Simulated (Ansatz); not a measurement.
**What DFT gives for Au**

```
Au
1.0
     0.00000    2.05104    2.05104
     2.05104    0.00000    2.05104
     2.05104    2.05104    0.00000
Au
1
Direct
  0.00000 0.00000 0.00000
```

Single point in Ansatz 0.2.0 with r2SCAN, no spin polarisation. Cutoff 500 eV, PAW datasets, 14×14×14 Γ-centred k mesh, fermi-dirac filling (width 0.1 eV).

Task: Describe some of the short contacts.

Result: Au–Au at 2.90 Å: least valence density 0.28 e/Å³ and ELF 0.19 there. Both are smooth PAW fields, read partly inside the augmentation spheres.

Task: Is the cell too large or too small?

Result: The pressure is 2.6 GPa (compression positive), so with the atoms held at these fractions the cell would first expand.

Task: What happens at the Fermi level?

Result: It is a metal, with about 0.27 states/eV a cell as the mean within 0.25 eV of the Fermi level.

Origin: a database entry at a rescaled volume.
